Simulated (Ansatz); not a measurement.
W:
```
CELL_PARAMETERS angstrom
      0.00000     1.99912     1.99912
      1.99912     0.00000     1.99912
      1.99912     1.99912     0.00000
ATOMIC_POSITIONS crystal
  W  0.00000 0.00000 0.00000
```

Relaxed with PBEsol. Special points in fractions of this cell's reciprocal vectors: Γ (0.000, 0.000, 0.000); X (0.500, 0.000, 0.500); U (0.625, 0.250, 0.625); K (0.375, 0.375, 0.750); L (0.500, 0.500, 0.500); W (0.500, 0.250, 0.750).

List the band energies nearest the Fermi level at these points for PBEsol (plane waves, PAW; program Ansatz).

In eV from the Fermi level; about four levels below and three above (degenerate sets whole), none deeper than 8.9 eV; … stands for higher levels left out; points with the same levels are listed once.

```csv
k,below,above
Γ,-0.59 -0.59 -0.59,…
X,-5.67 -4.67,3.25 5.22 …
U,-4.51 -3.36 -0.06,2.71 …
L,-5.74 -0.83 -0.83,0.76 …
W,-3.86 -2.05 -2.05,1.31 …
```

Space group Fm-3m (fcc (Cu type)). The workflow started from an entry of the Crystallography Open Database (COD), which files this formula under 6 space groups. It is not the phase usual at ambient conditions (space group No. 229). The PBEsol relaxation kept the symmetry of its start. At this level the phase is mechanically unstable. No spin polarisation was allowed. Spin–orbit coupling is left out wherever it is not named.

Potentials: the earlier of the program's two PAW sets. The files were generated under PBE; for other functionals the program regenerates the frozen cores, and for LDA and PBEsol the local potential too.
